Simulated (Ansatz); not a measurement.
**TaP, first-principles data**

TaP:
```yaml
crystal:
  lattice:
    - [-1.64544, 1.64544, 5.60216]
    - [1.64544, -1.64544, 5.60216]
    - [1.64544, 1.64544, -5.60216]
  atoms:
    - { symbol: Ta, position: [0.99934, 0.49934, 0.50000] }
    - { symbol: Ta, position: [0.24934, 0.24934, 0.00000] }
    - { symbol: P, position: [0.41666, 0.91666, 0.50000] }
    - { symbol: P, position: [0.66666, 0.66666, 0.00000] }
```

Space group I4_1md (No. 109); conventional cell a = 3.2909 Å, b = 3.2909 Å, c = 11.2043 Å, α = 90.00°, β = 90.00°, γ = 90.00°.

Method: LDA in the plane-wave PAW code Ansatz. The cell and atoms are relaxed at this level. Other levels are named where they apply.

**Cell and energy**

Volume per atom: 15.17 Å³
Density: 11.60 g/cm³
Formation energy from the elements (no fitted shifts): -1.05 eV/atom

**Electronic structure**

* **Electronic character**: no gap, with almost no states at the Fermi level (zero-gap or semimetallic)
* **Density of states at the Fermi level**: 0.02 states/eV per atom (mean over ±0.08 eV)

**Mechanics**

Bulk modulus (Birch–Murnaghan fit): 225 GPa
Pressure derivative B′: 4.1

**Phonons**

- Highest zone-centre frequency = 415 cm⁻¹
- Zone-centre stability = no imaginary mode at Γ

The workflow started from a Materials Project entry (that database holds measured and hypothetical structures alike); the Crystallography Open Database copy checked does not list it. COD files the formula under space group No. 141, so this cell is another polymorph or a model. Its standing as an ambient phase is unchecked. The cell was relaxed with LDA under the symmetry of its start. No spin polarisation was allowed. A small band overlap can be real or an error of a semilocal functional. As this level gives no gap, phonon frequencies hold no LO–TO term and depend on the k-mesh and smearing (Fermi–Dirac, 0.1 eV here). The references are the lowest solids computed at this level, not always the standard phases. Spin–orbit coupling is left out wherever it is not named.

Potentials: the later of the program's two PAW sets.
